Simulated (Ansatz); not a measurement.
Question: Mg (hcp (Mg type), P6_3/mmc) is relaxed with plane-wave PAW PBE (Ansatz code). What lattice parameters of the conventional cell result?

Answer: a = 3.210 Å, c = 5.141 Å.

The PBE relaxation kept the symmetry of its start. Axis ratios of metals converge slowly with the k-mesh, so a and c are less sure than the volume.

Potentials: the later of the program's two PAW sets.
